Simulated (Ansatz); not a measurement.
PbO2 (space group Pbcn)

```xyz
12
Lattice="5.0641 0.0000 0.0000 0.0000 5.9351 0.0000 0.0000 0.0000 5.4796" Properties=species:S:1:pos:R:3 pbc="T T T"
Pb     2.5320     1.0765     4.1097
Pb     2.5320     4.8586     1.3699
Pb     0.0000     1.8910     1.3699
Pb     0.0000     4.0441     4.1097
O      1.3425     0.5432     2.3594
O      3.7215     5.3919     3.1202
O      1.1895     2.4244     5.0992
O      3.8745     3.5107     0.3804
O      3.8745     2.4244     3.1202
O      1.1895     3.5107     2.3594
O      3.7215     0.5432     0.3804
O      1.3425     5.3919     5.0992
```

This relaxed cell (volume V₀) is scaled evenly in all directions, its shape held. The atoms relax within the cell's symmetry.

The numbers are results of PBEsol (plane waves to 420 eV, PAW, scalar-relativistic; Ansatz, a program for electronic structure), not measurements. k mesh 8×7×7 (Γ-centred), Fermi-Dirac smearing 0.05 eV. Energies are smeared free energies. Stress and pressure are positive under compression. At this level the bands of PbO2 touch or barely overlap. PbO2 was relaxed with its symmetry unable to fall. Spin-orbit coupling is left out, though Pb is heavy. This is one of several known forms of PbO2; the measured ambient cells at hand have space group No. 136. ΔE is measured from the relaxed starting cell.

**Question.** Predict the ΔE (meV/atom) and P (GPa) at V/V₀ = 0.900, 0.950, 1.025, 1.050, 1.075, 1.100.

**Answer.** 
```
V/V₀   ΔE (meV/atom)  P (GPa)
-----  -------------  -------
0.900             58     14.7
0.950             13      6.5
1.025              3     -2.7
1.050             11     -5.1
1.075             25     -7.3
1.100             42     -9.1
```

(A scan under strain: stresses follow from slopes of the energy per volume, elastic moduli from its curvatures.)
